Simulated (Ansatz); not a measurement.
Data:

VCu$_{3}$Se$_{4}$:
```cif
data_Cu3Se4V
_chemical_formula_sum 'V1 Cu3 Se4'
_space_group_name_H-M_alt 'P-43m'
_space_group_IT_number 215
_space_group_name_Hall 'P -4 2 3'
_cell_length_a 5.58162
_cell_length_b 5.58162
_cell_length_c 5.58162
_cell_angle_alpha 90.000
_cell_angle_beta 90.000
_cell_angle_gamma 90.000
loop_
_atom_site_label
_atom_site_type_symbol
_atom_site_symmetry_multiplicity
_atom_site_Wyckoff_symbol
_atom_site_fract_x
_atom_site_fract_y
_atom_site_fract_z
_atom_site_occupancy
V1 V 1 a 0.00000 0.00000 0.00000 1
Cu1 Cu 3 d 0.00000 0.00000 0.50000 1
Se1 Se 4 e 0.24279 0.24279 0.24279 1
```

This is the r²SCAN-relaxed structure.

Q: All from r²SCAN (plane waves, PAW; program Ansatz), unless another level is named. Predict the HSE06 gap on the r²SCAN cell.

A: 1.73 eV.

Q: Predict the weight of the conduction-edge state by species (Voronoi cells).

A: V 59 %, Se 22 %, Cu 19 %.

Q: And the weight of the valence-edge state by species (Voronoi cells)?

A: Cu 51 %, Se 48 %.

Q: And the valence-band maximum?

A: at R.

Q: Next, the conduction-band minimum?

A: at X (3 equivalent valleys).

The workflow started from a Materials Project entry (that database holds measured and hypothetical structures alike); the Crystallography Open Database copy checked does not list it. Its standing as an ambient phase is unchecked. The r²SCAN relaxation kept the symmetry of its start; whether a distortion lowers the energy is not shown. The run is not spin-polarised. Scalar-relativistic: spin–orbit coupling is off unless named, which matters more the heavier the elements.

Potentials: the later of the program's two PAW sets.
